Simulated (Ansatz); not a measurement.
Ta (bcc (W type), Im-3m) at seven volumes, plane-wave PAW r²SCAN (Ansatz code), scaled uniformly. One row is withheld.

```tsv
V (Å³/atom)	P (GPa)
16.428	?
16.970	14.01
17.511	6.46
18.053	0.00
18.594	-5.63
19.136	-10.55
19.678	-14.81
```

Problem. Fit the shown pressures and predict the withheld one.

Solution. P = (3/2)B₀(x^(7/2) − x^(5/2))[1 + (3/4)(B′ − 4)(x − 1)] with x = (V₀/V)^(2/3). Least squares on the six rows gives V₀ = 18.052 Å³/atom, B₀ = 202 GPa, B′ = 3.74. At V = 16.428, x = 1.0649 and P = 22.71 GPa. The run itself gave 22.83 GPa.

The cell was relaxed with r²SCAN under the symmetry of its start. No spin polarisation was allowed. Scalar-relativistic: spin–orbit coupling is off unless named, which matters more the heavier the elements.

Potentials: the earlier of the program's two PAW sets.
